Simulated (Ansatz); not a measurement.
With the program Ansatz at the r²SCAN level (PAW), Zn4Te3S in the tetragonal phase (P-4m2; Pearson symbol tP8) relaxes to a = 4.211 Å, c = 11.793 Å. Zn on 2g has 4 nearest neighbours from 2.42 Å (tetrahedral); S has 4 nearest neighbours from 2.42 Å (tetrahedral); Te on 2e has 4 nearest neighbours from 2.62 Å (tetrahedral); Zn on 2g has 4 nearest neighbours from 2.62 Å (tetrahedral). Its formation energy from the elements is -0.63 eV/atom, with no fitted shifts.

It is gapped at this level: 1.59 eV (direct). The valence maximum lies at Γ and the conduction minimum at Γ. HSE06 on the same cell gives 2.06 eV. Gap from r²SCAN with spin–orbit coupling: 1.34 eV. Electrons at the band edge weigh 0.13 mₑ (isotropic).

An equation-of-state fit gives a bulk modulus of 54.9 GPa. Bader charges are Zn +0.60 to +0.79, S -0.97, Te -0.61 to -0.60 e.

The start of the workflow was typed in or built on a structure type; neither database checked (COD, Materials Project) lists it. Whether it is the stable phase at ambient conditions was not checked. The r²SCAN relaxation kept the symmetry of its start; whether a distortion lowers the energy is not shown. The references are the lowest solids computed at this level, not always the standard phases. Spin–orbit coupling is left out wherever it is not named.

Potentials: the earlier of the program's two PAW sets.
